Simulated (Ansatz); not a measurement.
Input:

HfC:
```xyz
2
Lattice="0.0000 2.3256 2.3256 2.3256 0.0000 2.3256 2.3256 2.3256 0.0000" Properties=species:S:1:pos:R:3 pbc="T T T"
Hf     0.0000     0.0000     0.0000
C      2.3256     2.3256     2.3256
```

This is the PBE-relaxed structure.

All from plane-wave PAW PBE (Ansatz code), unless another level is named. Estimate the electronic character.

metallic (no gap).

What about the formation energy from the elements (no fitted shifts)?

-0.92 eV/atom.

Predict the density of states at the Fermi level.

0.13 states/eV per atom (mean over ±0.08 eV).

Space group Fm-3m (rock salt). Symmetry was held in the PBE relaxation. The run is not spin-polarised. The references are the lowest solids computed at this level, not always the standard phases. Scalar-relativistic: spin–orbit coupling is off unless named, which matters more the heavier the elements.

Potentials: the later of the program's two PAW sets.
